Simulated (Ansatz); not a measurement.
Mo: energy along a strain

Mo, Im-3m, a = 3.142 Å (as given, not relaxed at this level: 2.3 GPa). Ansatz: r2SCAN, PAW, 500 eV, Γ-centred 22×22×22 mesh on 1 atom, Gaussian smearing 0.15 eV; no spin polarisation. Cell vectors (Å): -1.571 1.571 1.571; 1.571 -1.571 1.571; 1.571 1.571 -1.571. The cell is strained by x per cent times the pattern (0 1 0 0 0 0) in the order xx yy zz yz xz xy (engineering shears), with fractional coordinates held. y is the free energy over the start, V0 = 15.509 Å³/atom.

| x (%) | y (meV/atom) |
| --- | --- |
| -6.00 | 112.52 |
| -4.50 | 64.19 |
| -3.00 | 30.06 |
| -1.50 | 9.03 |
| 0.00 | 0.00 |
| 1.50 | 1.89 |
| 3.00 | 13.76 |
| 4.50 | ? |
| 5.25 | 48.28 |
| 6.00 | 63.77 |

Question: Fit y = c1 x + c2 x² + c3 x³ to the other rows, get the stiffness along the pattern, and predict the missing energy.

Answer: Least squares on the rows shown. y = −2.2600 x + 2.4465 x² − 0.050065 x³. The clamped-ion stiffness p·C·p = 2 × 24.46 eV × 160.2 / 15.509 Å³ = 505 GPa, which is C22 in these axes (C11 of the cubic crystal) (second derivative at the start, which stands under stress). At x = 4.50 the fit asked for gives 34.81 meV/atom. The run gave 34.70 meV/atom, so the fit is 0.11 meV/atom too high, within twice the rms miss on the fitted rows (0.08 meV/atom).